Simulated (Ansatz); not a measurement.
## Collinear states of MnSn₃

All numbers below come from DFT r2SCAN, scalar-relativistic, plane waves, PAW (Ansatz).

```
Sn Mn
1.0
     4.51425    0.00000    0.00000
     0.00000    4.51425    0.00000
     0.00000    0.00000    4.51425
Sn Mn
3 1
Cartesian
  0.0000 2.2571 2.2571
  2.2571 0.0000 2.2571
  2.2571 2.2571 0.0000
  0.0000 0.0000 0.0000
```

| Quantity | Value |
| --- | --- |
| plane-wave cutoff | 500 eV |
| Γ-centred k-mesh | 10×10×10 |
| occupation rule | Gaussian smearing, 0.1 eV |
| list of starting moments (μB, in atom order) | 0 0 0 4 |
| check for lower electronic states after the SCF | off |

All runs keep this geometry, which isn't relaxed for the lowest state (largest force there 0.000 eV/Å, pressure 3.1 GPa) and needn't be a stable compound; relaxing each order would shift the differences by some 8 meV/atom, going by the pressures and a bulk modulus of about 150 GPa. A propagation vector, in units of the reciprocal vectors, doubles the cell, which takes an equally dense mesh. r2SCAN tends to overstate moments in metals. Site moments are spin moments in atom-centred spheres that scale with the neighbour distance. The states are those that the runs reached from these starts; a lower one can exist.

Q: Order the starts by the energy of the state that they reach, lowest first.
A. ferromagnetic
B. no spin
C. antiferromagnetic, doubled cell, propagation vector (0, 1/2, 1/2)

A: A (0.00 meV/atom), C (5.24 meV/atom), B (747 meV/atom).

```tsv
start	ends	energy above lowest (meV/atom)	site moments (μB)	gap on mesh (eV)	P (GPa)
no spin	non-magnetic	747	none over 0.05	metal	-5.1
ferromagnetic	ferromagnetic	0.00	Mn +4.46	metal	3.1
antiferromagnetic, doubled cell, propagation vector (0, 1/2, 1/2)	antiferromagnetic	5.24	Mn +4.39, Mn -4.39	metal	2.8
```

Cost: 3 runs of about 6.6 core-minutes in all, on Arm Neoverse V1 (shared hosts).